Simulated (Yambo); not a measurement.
G0W0@PBEsol for Zn2P2O7 (space group C2/m, No. 12) in Yambo. Reference settings: 2×2×4 Γ-centred k mesh, bands 9 to 201 and a 7 Ry block in the screening, 201 bands in G with the Bruneval-Gonze terminator, plasmon pole fitted at 27.2 eV. The PBEsol gap (0, 0, -0.5) → Γ on this mesh is 3.63 eV; G0W0 gaps are taken between the same points.

The settings were changed. The gap went from 5.92 eV to 6.45 eV, and the shift of the valence edge from -1.23 eV to -1.73 eV.

What was changed between the two runs?
A. 92 bands in W, 92 bands in G
B. no terminator
C. 139 bands in G, no terminator
D. 2 Ry block

D, 2 Ry block. The others gave (gap, valence shift): 139 bands in G, no terminator: 5.79, -0.84 eV; 92 bands in W, 92 bands in G: 6.30, -1.19 eV; no terminator: 5.83, -0.99 eV.

Geometry of the Materials Project entry, not relaxed at this level; primitive cell a = b = 5.353 Å, c = 4.558 Å, α = β = 99.10°, γ = 103.17°.

The structure is a Materials Project entry; no match was found in the copy of COD used, and its stability was not checked.

A shift is the quasiparticle energy of the state minus its PBEsol energy.
